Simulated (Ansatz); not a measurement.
Method: DFT PBE, scalar-relativistic, plane waves, PAW (Ansatz 0.2.0). Cutoff 420 eV, Γ-centred meshes of about 0.25 Å⁻¹ or finer for metals and 0.3 Å⁻¹ for insulators (2π included), Gaussian smearing. No spin polarisation.

Relaxed structures of ScTl3SbBr3, with energies over the first row. Coordination counts Br or Sb atoms around Sc and Tl (for each partner element, those within 1.25 times its shortest distance or 1.15 times the sum of covalent radii, where it is the nearest in units of that sum or under 1.3; the shortest distance is added where it is long for a bond; a slash parts the counts of unlike sites).

| # | form | sites | V (Å³/atom) | coordination | ΔE (meV/atom) |
| --- | --- | --- | --- | --- | --- |
| 1 | P4/mmm | Sc 1a; Tl 2g, 1d; Sb 1c; Br 2h, 1b | 35.5 | Sc 4, Tl 4 from 3.2 Å/4+2 | 0 |
| 2 | Cmmm | Sc 2c; Tl 4e, 2d; Sb 2b; Br 4j, 2a | 35.4 | Sc 4, Tl 2 from 3.5 Å/4 | 42 |

A further structure, relaxed alike:

```cif
data_structure
_symmetry_space_group_name_H-M 'P 1'
_symmetry_Int_Tables_number 1
_cell_length_a 4.5142
_cell_length_b 4.5142
_cell_length_c 14.6364
_cell_angle_alpha 90.000
_cell_angle_beta 90.000
_cell_angle_gamma 90.000
_cell_volume 298.26
loop_
_atom_site_label
_atom_site_type_symbol
_atom_site_fract_x
_atom_site_fract_y
_atom_site_fract_z
_atom_site_occupancy
Sc1 Sc 0.00000 0.00000 0.00000 1
Tl1 Tl 0.50000 0.50000 0.21538 1
Tl2 Tl 0.00000 0.00000 0.50000 1
Tl3 Tl 0.50000 0.50000 0.78462 1
Sb1 Sb 0.50000 0.50000 0.00000 1
Br1 Br 0.00000 0.00000 0.18479 1
Br2 Br 0.50000 0.50000 0.50000 1
Br3 Br 0.00000 0.00000 0.81521 1
```

Task: Where does it fall in the ranking, and at what energy?

Result: It is the lowest, 176 meV/atom below row 1, with space group P4/mmm (No. 123) and 37.3 Å³/atom. Counting Br or Sb atoms around Sc and Tl, this cell has Sc 6, Tl 4 from 3.2 Å/5 and row 1 has Sc 4, Tl 4 from 3.2 Å/4+2. Sc has 2 Br at 2.70 Å and 4 Sb at 3.19 Å; Tl on a site of symmetry 4mm has 1 Sb at 3.15 Å and 4 Br at 3.22 Å; around Sb lie 2 Tl at 3.15 Å and 4 Sc at 3.19 Å; Br on a site of symmetry 4mm is surrounded by 1 Sc at 2.70 Å and 4 Tl at 3.22 Å; 2 more sites not described.

Weakly bound directions are ill-defined at this level, which has no dispersion term (P4/mmm at 37.3 Å³/atom), and this can change margins and order among such cells. These runs have no spin–orbit coupling, which can matter for Sb and Tl. A magnetic state wasn't ruled out in cells without spin, among them Cmmm. Trial moments fell under 0.15 μB along the way in P4/mmm and Cmmm; another start might hold them. With atoms moved at random, the further cell (by 13 meV/atom) fell into a lower structure. Row 1 and row 2 had no clear such test and can be saddle points. Some types were kept out of the candidates beforehand, so the set may lack a known form.
